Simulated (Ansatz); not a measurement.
Here is the system:

Hf$_{2}$C:
```
CELL_PARAMETERS angstrom
      3.58355     0.00000     0.00000
      0.00000     3.58355     0.00000
      0.00000     0.00000     6.79480
ATOMIC_POSITIONS crystal
  Hf 0.00000 0.00000 0.00000
  Hf 0.50000 0.50000 0.00000
  Hf 0.50000 0.00000 0.36919
  Hf 0.00000 0.50000 0.63081
  C  0.50000 0.00000 0.72920
  C  0.00000 0.50000 0.27080
```

This is the PBEsol-relaxed structure.

All from PBEsol in the plane-wave PAW code Ansatz, unless another level is named. Estimate the highest zone-centre frequency.

417 cm⁻¹.

And the bulk modulus (Birch–Murnaghan fit)?

1780 kbar.

Space group P4/nmm. A made-up cell: these elements were put on the sites of a structure type; neither database checked (COD, Materials Project) lists it. Whether it is the stable phase at ambient conditions was not checked. Symmetry was held in the PBEsol relaxation; its stability against distortions is not shown here. No spin polarisation was allowed. As this level gives no gap, phonon frequencies hold no LO–TO term and depend on the k-mesh and smearing (Fermi–Dirac, 0.1 eV here). Scalar-relativistic: spin–orbit coupling is off unless named, which matters more the heavier the elements.

Potentials: the later of the program's two PAW sets.
